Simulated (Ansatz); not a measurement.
Here is the system:

TiNi:
```
CELL_PARAMETERS angstrom
      2.97077     0.00000     0.00000
      0.00000     2.97077     0.00000
      0.00000     0.00000     2.97077
ATOMIC_POSITIONS crystal
  Ti 0.50000 0.50000 0.50000
  Ni 0.00000 0.00000 0.00000
```

This is the PBEsol-relaxed structure.

Problem. All from the program Ansatz at the PBEsol level (PAW), unless another level is named. Predict the formation energy from the elements (no fitted shifts).

Solution. -0.36 eV/atom.

Problem. What about the density of states at the Fermi level?

Solution. 1.3 states/eV per atom (mean over ±0.08 eV).

Space group Pm-3m (CsCl type). The first step of the workflow began from a Materials Project structure, measured or hypothetical; the Crystallography Open Database copy checked does not list it. COD files the formula under space group No. 11, 147, so this cell is another polymorph or a model. With Ti and Ni taken as one species the cell has the higher symmetry Im-3m, so it may be an ordered model of a mixed-site phase. Its standing as an ambient phase is unchecked. The PBEsol relaxation kept the symmetry of its start; of distortions, only those at the zone centre were tested. The run is not spin-polarised. The references are the lowest solids computed at this level, not always the standard phases.

Potentials: the later of the program's two PAW sets.
